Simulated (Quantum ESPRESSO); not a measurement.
Kohn-Sham bands of Al₂Ru (I4/mmm)

```yaml
crystal:
  lattice:
    - [0.00000, -3.12084, 0.00000]
    - [3.12084, 0.00000, 0.00000]
    - [-1.56042, 1.56042, 4.22180]
  atoms:
    - { symbol: Al, position: [0.65920, 0.65920, 0.31840] }
    - { symbol: Al, position: [0.34080, 0.34080, 0.68160] }
    - { symbol: Ru, position: [0.00000, 0.00000, 0.00000] }
```

Structure: Materials Project mp-1009834, symmetrised, not relaxed again. Not found in the COD (Crystallography Open Database) copy used; not checked further. Computed values, not measurements, from LDA: Quantum ESPRESSO (norm-conserving PseudoDojo potentials, cutoff 71 Ry, no spin polarisation, no spin-orbit coupling) on a Γ-centred 8×8×8 mesh, then Wannier90. Density: 14×14×14 mesh, Gaussian smearing 0.01 Ry.

### Question
List the Kohn-Sham levels between −8 and 3.0 eV relative to the Fermi level at the high-symmetry points, as a band run of pw.x on that density gives them (levels within 2 meV counted together).

### Answer
```
point  k (reciprocal lattice)                                                        levels (eV)
-----  ----------------------  -----------------------------------------------------------------
Γ           0.000 0.000 0.000                       -5.40, -3.81, -1.98, -1.97 (×2), -0.92, 2.39
X          -0.500 0.500 0.000  -6.50, -5.03, -3.43, -3.40, -3.07, -1.30, -0.30, 0.28, 1.81, 2.05
P          -0.500 0.500 0.250            -6.47, -4.61 (×2), -3.39, -1.67 (×2), -0.49, 0.28, 1.20
N           0.000 0.500 0.000              -7.09, -6.57, -4.59, -2.91, -2.71, -2.52, -1.40, 0.58
M           0.000 0.000 0.500                                    -3.97, -2.61, -1.53 (×2), -0.90
S           0.000 0.432 0.284              -7.03, -6.23, -5.51, -2.85, -2.47, -2.44, -1.37, 0.29
S_0        0.000 0.568 -0.284              -7.03, -6.23, -5.51, -2.85, -2.47, -2.44, -1.37, 0.29
R         -0.432 0.568 -0.068  -6.39, -5.40, -3.41, -3.33, -3.07, -1.24, -0.96, 0.17, 1.90, 2.48
G          -0.432 0.432 0.500  -6.39, -5.40, -3.41, -3.33, -3.07, -1.24, -0.96, 0.17, 1.90, 2.48
```
